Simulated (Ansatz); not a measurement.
GaN:
Space group F-43m (No. 216); a = b = c = 4.4982 Å, α = β = γ = 90.00°

| atom | site | symmetry | x | y | z |
|---|---|---|---|---|---|
| Ga | 4a | -43m | 0.0000 | 0.0000 | 0.0000 |
| N | 4d | -43m | 0.7500 | 0.7500 | 0.7500 |
(The calculation used a cell of 2 atoms; values per cell refer to that cell.)

Relaxed with PBEsol. DFT-PBEsol in the program Ansatz with PAW potentials gives a gap of 1.70 eV.

Problem. What gap does HSE06 give on the same cell (Ansatz, PAW)?

Solution. 3.00 eV, 1.30 eV more. The hybrid was solved on a coarser mesh and at special points; its gap is the smallest among all of these.

```tsv
k	v1 PBEsol	c1 PBEsol	v1 HSE06	c1 HSE06
Γ	0.00	1.70	0.00	3.00
X	-2.75	3.22	?	?
L	-0.98	4.59	?	?
W	-3.72	6.12	?	?
K	-2.21	4.88	?	?
```

Problem. Top valence (v1) and lowest conduction level (c1) in eV from each method's valence maximum (which need not be a listed point): supply the withheld HSE06 values.

Solution. 
- X, v1 HSE06: -2.92
- X, c1 HSE06: 4.45
- L, v1 HSE06: -1.05
- L, c1 HSE06: 6.12
- W, v1 HSE06: -3.88
- W, c1 HSE06: 7.53
- K, v1 HSE06: -2.35
- K, c1 HSE06: 6.23

Cost on shared cores: the PBEsol run (SCF on a 11×11×11 mesh, then bands and DOS) around 10 core-seconds (rough), the HSE06 run (SCF on 8×8×8, then a few points) around 2.1 core-minutes (rough); the tasks are unlike.

The PBEsol relaxation kept the symmetry of its start. Spin–orbit coupling is left out wherever it is not named.

Potentials: the later of the program's two PAW sets.
